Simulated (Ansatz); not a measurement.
A geometry of Al away from equilibrium: step 2 of the relaxation of a relaxed Al cell, doubled along one cell vector, shaken by Gaussian noise of σ = 0.08 Å a coordinate. Computed with r2SCAN (plane waves to 500 eV, PAW, scalar-relativistic; Ansatz, an electronic-structure program). Γ-centred k-mesh 12×6×12 on the run's cell (coarser than for final values), Fermi–Dirac smearing 0.05 eV.

```yaml
crystal:
  lattice:
    - [2.70555, 0.00099, 0.00052]
    - [0.00198, 5.31822, 0.00173]
    - [0.00052, 0.00087, 2.70567]
  atoms:
    - { symbol: Al, position: [0.98761, 0.01334, 0.97279] }
    - { symbol: Al, position: [0.04484, 0.50811, 0.02311] }
```

Question: Give the Cartesian forces on all atoms (eV/Å).

Answer: 
```csv
atom,Fx,Fy,Fz
Al1,-0.09,-0.17,-0.08
Al2,0.09,0.17,0.08
```

Question: What is the pressure?

Answer: +0.9 GPa, compression positive.

Question: How far above the relaxed end point is this geometry?

Answer: 0.46 to 0.47 eV/atom (the two k-meshes of the run give this range); the path ends in Fm-3m (No. 225) (fcc (Cu type)).

No spin polarisation in the result.

The run could not lose the symmetry of its start.

Of the parent cell (Pm-3m (No. 221)): it is a generated cell of Al: the first start was made by placing the elements on the sites of a structure type, and the end was not matched to a known phase here, so it may be hypothetical. Known forms of Al include space group No. 225.
